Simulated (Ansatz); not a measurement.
Al₂Au:
```yaml
crystal:
  lattice:
    - [0.00000, 3.00497, 3.00497]
    - [3.00497, 0.00000, 3.00497]
    - [3.00497, 3.00497, 0.00000]
  atoms:
    - { symbol: Al, position: [0.25000, 0.25000, 0.25000] }
    - { symbol: Al, position: [0.75000, 0.75000, 0.75000] }
    - { symbol: Au, position: [0.00000, 0.00000, 0.00000] }
```

Relaxed with r²SCAN. Special points in fractions of this cell's reciprocal vectors: Γ (0.000, 0.000, 0.000); X (0.500, 0.000, 0.500); U (0.625, 0.250, 0.625); K (0.375, 0.375, 0.750); L (0.500, 0.500, 0.500); W (0.500, 0.250, 0.750).

List the band energies nearest the Fermi level at these points for plane-wave PAW r²SCAN with spin–orbit coupling (Ansatz code).

In eV from the Fermi level; about four levels below and three above (degenerate sets whole), none deeper than 8.9 eV; points with the same levels are listed once.

```tsv
k	below	above
Γ	-5.67 -5.67 -5.67 -5.67	1.96 1.96 2.84 2.84
X	-2.52 -2.52 -2.08 -2.08	1.58 1.58 2.37 2.37
U	-3.52 -3.52 -1.50 -1.50	2.15 2.15 4.71 4.71
L	-5.26 -5.26 -0.05 -0.05	0.57 0.57 3.78 3.78
W	-4.07 -4.07 -2.29 -2.29	4.41 4.41 4.51 4.51
```

Space group Fm-3m (fluorite or antifluorite type). The cell was relaxed with r²SCAN under the symmetry of its start.

Potentials: the earlier of the program's two PAW sets.
